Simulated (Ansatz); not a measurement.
Calculated field gradients at the nuclei for K2PtC4Br2N4

The cell is a structure deposited in the COD, ions relaxed with PBE at fixed cell.

Space group P2_1/c (No. 14); a = 7.1601, b = 8.9912, c = 8.6788 Å, β = 106.85°.

| site | Wyckoff | site symmetry | x | y | z |
| --- | --- | --- | --- | --- | --- |
| K | 4e | 1 | 0.4999 | 0.7772 | 0.6227 |
| Pt | 2a | -1 | 0.0000 | 0.0000 | 0.0000 |
| C7 | 4e | 1 | 0.1961 | 0.9526 | 0.2110 |
| C11 | 4e | 1 | 0.7953 | 0.0376 | 0.1118 |
| Br | 4e | 1 | 0.1054 | 0.2688 | 0.0342 |
| N19 | 4e | 1 | 0.3168 | 0.9260 | 0.3305 |
| N23 | 4e | 1 | 0.6710 | 0.0598 | 0.1709 |

One atom of each set is listed.

All values are calculated (Ansatz; DFT, PBE, plane waves and PAW, scalar-relativistic, 420 eV cutoff, Γ-centred 4×3×4 k-points, Fermi–Dirac smearing 0.05 eV), not measured.

C_Q = eQV_zz/h, which is 24.18 MHz for Q = 1 b and V_zz = 10²¹ V/m²; η = (V_xx − V_yy)/V_zz. ν_Q = 3|C_Q|/[2I(2I − 1)].

⁴¹K: I = 3/2, Q = 73.40 mb; ⁸¹Br: I = 3/2, Q = 257.9 mb; N-14: I = 1, Q = 20.44 mb. Quadrupole moments are those of Pyykkö's year-2017 table.

(1) What field gradients does the calculation give at each kind of site?

## Answers

(1) 

```
site  atoms                                                                           first shell  C_Q (MHz)     η  ν_Q (MHz)
   K      4  6 N at 2.83–3.25 Å, 3 Br at 3.48–4.15 Å; also 6 C at 3.25–3.93 Å, 3 K at 4.37–4.54 Å       1.88  0.21      0.939
  Br      4                                               1 Pt at 2.52 Å; also 4 C at 3.20–3.25 Å        439  0.06        220
 N19      4                                1 C at 1.17 Å; also 3 K at 2.83–3.11 Å, 1 Pt at 3.17 Å      -3.58  0.06       5.36
 N23      4                                1 C at 1.17 Å; also 3 K at 2.85–3.25 Å, 1 Pt at 3.17 Å      -3.63  0.05       5.44
```

At N19 and N23 V_zz points along its bond to C (within 1°) in each case. At Br V_zz points along its bond to Pt (within 1°).

Pt, C have no stable isotope with a ground-state quadrupole moment in the table, so these sites are left out.

Without spin–orbit coupling the gradients at and beside Pt can be off by some per cent, at some sites by more.
